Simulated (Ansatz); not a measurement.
Data:

GaMo2N:
Space group P6₃/mmc (No. 194); a = 2.873 Å, b = 2.873 Å, c = 14.425 Å, α = 90.00°, β = 90.00°, γ = 120.00°

```json
[
 {"atom": "Ga", "site": "2d", "symmetry": "-6m2", "x": "0.6667", "y": "0.3333", "z": "0.2500"},
 {"atom": "Mo", "site": "4f", "symmetry": "3m.", "x": "0.3333", "y": "0.6667", "z": "0.0956"},
 {"atom": "N", "site": "2a", "symmetry": "-3m.", "x": "0.0000", "y": "0.0000", "z": "0.0000"}
]
```

This is the PBE-relaxed structure.

Task: All from DFT-PBE in the program Ansatz with PAW potentials, unless another level is named. Estimate the electronic character.

Result: metallic (no gap).

Task: What about the density of states at the Fermi level?

Result: 0.88 states/eV per atom (mean over ±0.08 eV).

Task: Give the formation energy from the elements (no fitted shifts).

Result: -143 meV/atom.

Space group P6_3/mmc. The start of the workflow was typed in or built on a structure type; neither database checked (COD, Materials Project) lists it. Its standing as an ambient phase is unchecked. The cell was relaxed with PBE under the symmetry of its start; whether a distortion lowers the energy is not shown. The workflow began spin-polarised and lost its moments. The references are the lowest solids computed at this level, not always the standard phases (solids in place of the gases). Scalar-relativistic: spin–orbit coupling is off unless named, which matters more the heavier the elements.

Potentials: the earlier of the program's two PAW sets.
